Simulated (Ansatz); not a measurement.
Piezoelectric tensor of MgZn₂S₃

Method: DFT PBE, scalar-relativistic, plane waves, PAW (Ansatz 0.2.0). Settings: 420 eV plane-wave cutoff, Γ-centred 12×12×4 mesh, fixed occupations. No spin polarisation.

The cell, relaxed at this level:
```xyz
6
Lattice="3.9059 0.0000 0.0000 -1.9529 3.3826 0.0000 0.0000 0.0000 9.5929" Properties=species:S:1:pos:R:3 pbc="T T T"
Mg    0.0000    0.0000    9.5931
Zn    1.9529    1.1275    3.2365
Zn    0.0000    2.2551    6.3505
S     1.9529    1.1275    0.8798
S     0.0000    2.2551    3.9954
S     0.0000    0.0000    7.1218
```

The cell was found from a structure generator's guess, not taken from experiment.

Q: Give the relaxed-ion proper piezoelectric stress tensor e_iJ (C/m², Voigt columns xx yy zz yz xz xy).

A:
```
x    0.000  0.000  0.000  0.000  0.102  0.082
y    0.082 -0.082  0.000  0.102  0.000  0.000
z    0.065  0.065 -0.128  0.000  0.000  0.000
```
Signs follow the orientation of the cell as given.

Q: With the elastic constants (GPa, Voigt order)
C11 = 107.5, C12 = 44.7, C13 = 37.7, C14 = 9.7, C22 = 107.5, C23 = 37.7, C24 = -9.7, C33 = 117.9, C44 = 22.1, C55 = 22.1, C56 = 9.7, C66 = 31.4 GPa; the others vanish.
find the strain coefficients d = e·C⁻¹ (pC/N).

A:
```
x    0.00  0.00  0.00  0.00  4.02  1.36
y    0.68 -0.68  0.00  4.02  0.00  0.00
z    0.83  0.83 -1.62  0.00  0.00  0.00
```
